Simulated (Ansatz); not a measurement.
## Trial structures of AlSn4: starts and ends

Level of theory: DFT PBE, scalar-relativistic, plane waves, PAW (Ansatz 0.2.0). Settings: cutoff 420 eV, Γ-centred meshes spaced at most about 0.3 Å⁻¹, and about 0.25 Å⁻¹ or finer for metals (2π included), Gaussian smearing. No spin polarisation in the final relaxations.

Each guess was relaxed in cell and atoms at zero pressure, within the symmetry of its start. Temperature and zero-point effects are left out. Coordination counts all near atoms (those within 1.25 times the shortest distance at each site; a plus sign parts nearer from farther groups; a slash parts the counts of unlike sites).

| guess | made from | start group | V start (Å³/atom) | end group | V end (Å³/atom) | coordination at the end | gap on mesh (eV) | E over the lowest end (meV/atom) |
| --- | --- | --- | --- | --- | --- | --- | --- | --- |
| 1 | SnI4 type | P-43m | 31.4 | P-43m | 30.0 | Al 4, Sn 1+3 | 0 | 170 |
| 2 | Fe4N type | Pm-3m | 22.8 | Pm-3m | 30.2 | Al 6, Sn 2/12+8 | 0 | 238 |
| 3 | random cell | P-62m | 27.7 | P6/mmm | 38.6 | Al 2, Sn 6/2+6 | 0 | 450 |
| 4 | FeCl4 type | Cmmm | 25.0 | Cmmm | 27.8 | Al 6+2, Sn 1+6/8 | 0 | 0 |
| 5 | Hg4Pt type | Im-3m | 25.8 | ? | ? | ? | ? | ? |

Guess 5 as it starts:

```yaml
crystal:
  lattice:
    - [-3.18264, 3.18264, 3.18264]
    - [3.18264, -3.18264, 3.18264]
    - [3.18264, 3.18264, -3.18264]
  atoms:
    - { symbol: Al, position: [0.00000, 0.00000, 0.00000] }
    - { symbol: Sn, position: [0.00000, 0.00000, 0.50000] }
    - { symbol: Sn, position: [0.50000, 0.00000, 0.00000] }
    - { symbol: Sn, position: [0.00000, 0.50000, 0.00000] }
    - { symbol: Sn, position: [0.50000, 0.50000, 0.50000] }
```

Question: Fill in the missing row: what does this guess relax into, and where does it rank?

Answer: It ends in space group Im-3m (No. 229), with a = 6.616 Å, 29.0 Å³/atom and no gap. It lies 34 meV/atom over the lowest end, above guess 4 and below guess 1. Counting all near atoms, this end has Al 8, Sn 2+6 and the lowest (guess 4) has Al 6+2, Sn 1+6/8.

```
CELL_PARAMETERS angstrom
-3.30812 3.30812 3.30812
3.30812 -3.30812 3.30812
3.30812 3.30812 -3.30812
ATOMIC_POSITIONS crystal
Al 0.00000 0.00000 0.00000
Sn 0.00000 0.00000 0.50000
Sn 0.50000 0.00000 0.00000
Sn 0.00000 0.50000 0.00000
Sn 0.50000 0.50000 0.50000
```

The zero of energy is the elements' standard structures at the same level; no fitted shifts are applied. The references include grey tin.

Question: Is the lowest end bound against the elements?

Answer: No: its formation energy is +0.15 eV/atom. It can't be a ground state, since the elements alone are lower.

Cells relaxed within their symmetry can be saddle points. A lower structure may well exist outside this small set. Some types were kept out of the candidates beforehand, so the set may lack a known form.
